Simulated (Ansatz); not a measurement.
AlN (wurtzite)

```
AlN
1.0
    3.10673     0.00000     0.00000
   -1.55337     2.69051     0.00000
    0.00000     0.00000     4.97852
Al N
2 2
Direct
  0.66667   0.33333   0.00341
  0.33333   0.66667   0.50341
  0.66667   0.33333   0.62179
  0.33333   0.66667   0.12179
```

The slice is a (1 -1 0 0) plane (indices of the conventional cell) through the point (0.667, 0.333, 0.622) (fractional), spanned by u = [110] and v = [001] in vectors of this cell: u (3.11 Å) and v (4.98 Å, at 90° to u). It covers one period; positions are fractions (u, v).

The numbers are results of r2SCAN (plane waves to 500 eV, PAW, scalar-relativistic; Ansatz, a first-principles code), not measurements. k mesh 12×12×7. Inside the PAW spheres the values are not all-electron values, and peaks at nuclei hang on which shells count as valence. AlN was relaxed with its symmetry unable to fall.

**Question.** Around which element is the density of the lowest conduction band (whole band as if filled, smooth part) largest on this plane?

**Answer.** N. Mean over a disc round each atom, of radius 0.45 times the shortest bond: N 0.095, Al 0.020 e/Å³.

**Question.** Around which element is the density of the highest valence band (whole band, smooth part) largest on this plane?

**Answer.** N. Mean over a disc round each atom, of radius 0.45 times the shortest bond: N 0.213, Al 0.014 e/Å³.

**Question.** The ELF has a maximum in the middle third of the Al–N line. Where, and how high?

**Answer.** 0.88, 1.1 Å from Al.

**Question.** Sketch the density of the highest valence band (whole band, smooth part) on this plane as a map.

**Answer.** 
```tsv
v \ u	0.00	0.10	0.20	0.30	0.40	0.50	0.60	0.70	0.80	0.90
0.88	0.297	0.218	0.102	0.043	0.015	0.006	0.015	0.043	0.102	0.218
0.75	0.025	0.021	0.013	0.009	0.009	0.009	0.009	0.009	0.013	0.021
0.62	0.002	0.003	0.009	0.018	0.030	0.036	0.030	0.018	0.009	0.003
0.50	0.002	0.007	0.022	0.036	0.048	0.054	0.048	0.036	0.022	0.007
0.38	0.001	0.001	0.011	0.027	0.037	0.040	0.037	0.027	0.011	0.001
0.25	0.054	0.044	0.023	0.010	0.007	0.007	0.007	0.010	0.023	0.044
0.12	0.353	0.246	0.098	0.032	0.010	0.004	0.010	0.032	0.098	0.246
0.00	0.002	0.174	0.151	0.057	0.021	0.011	0.021	0.057	0.151	0.174
```

Values: density of the highest valence band (whole band, smooth part) in e/Å³.
